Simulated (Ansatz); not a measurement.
AlRu (CsCl type, space group No. 221) at seven volumes, DFT-PBEsol in the program Ansatz with PAW potentials, scaled uniformly. One row is withheld.

```tsv
V (Å³/atom)	P (GPa)
11.996	25.41
12.392	15.54
12.787	?
13.182	0.00
13.578	-6.08
13.973	-11.25
14.369	-15.64
```

### Question
Fit the shown pressures and predict the withheld one.

### Answer
P = (3/2)B₀(x^(7/2) − x^(5/2))[1 + (3/4)(B′ − 4)(x − 1)] with x = (V₀/V)^(2/3). Least squares on the six rows gives V₀ = 13.182 Å³/atom, B₀ = 219 GPa, B′ = 4.38. At V = 12.787, x = 1.0205 and P = 7.12 GPa. The run itself gave 7.14 GPa.

Space group Pm-3m (CsCl type). Symmetry was held in the PBEsol relaxation; phonons on a q-mesh show no instability. No spin polarisation was allowed.

Potentials: the later of the program's two PAW sets.
